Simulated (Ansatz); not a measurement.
# YAu (Pm-3m), two-dimensional strain map

These are results of DFT PBEsol, scalar-relativistic, plane waves, PAW (Ansatz 0.2.0), not measurements. The runs took a 420 eV cutoff, a Γ-centred 14×14×14 mesh and Gaussian smearing (0.15 eV). Spin–orbit coupling is left out, which can shift energies with elements as heavy as these. No spin polarisation. Energies are free energies at this smearing, counted from the undisturbed cell; pressure is positive in compression.

Zero of the scan (as given, not relaxed at this level; it stands at -0.6 GPa, and it needn't be the usual structure):

```
CELL_PARAMETERS angstrom
3.55900 0.00000 0.00000
0.00000 3.55900 0.00000
0.00000 0.00000 3.55900
ATOMIC_POSITIONS crystal
Y 0.50000 0.50000 0.50000
Au 0.00000 0.00000 0.00000
```

The cell is strained by p along both x and y and by q along z, fractional coordinates fixed. Points are written (p, q).

Energy above the undisturbed cell in meV/atom (a dash: not computed):

| p \ q | -0.050 | -0.025 | 0.000 | 0.025 | 0.050 |
| --- | --- | --- | --- | --- | --- |
| -0.050 | 162.1 | 108.5 | 70.4 | 47.2 | 37.5 |
| -0.025 | 66.1 | 33.6 | 14.4 | 8.0 | 13.6 |
| 0.000 | 19.4 | 3.5 | 0.0 | 7.8 | 26.1 |
| 0.025 | 15.5 | 12.5 | 21.6 | 40.8 | 69.3 |
| 0.050 | 47.5 | 55.0 | 73.8 | 102.1 | 138.7 |

Pressure in GPa:

```csv
p \ q,-0.050,-0.025,0.000,0.025,0.050
-0.050,19.3,15.0,11.1,7.6,4.6
-0.025,11.2,7.7,4.6,1.8,-0.7
0.000,4.6,1.8,-0.6,-2.8,-4.8
0.025,-0.6,-2.8,-4.8,-6.5,-8.0
0.050,-4.7,-6.4,-8.0,-9.3,-10.4
```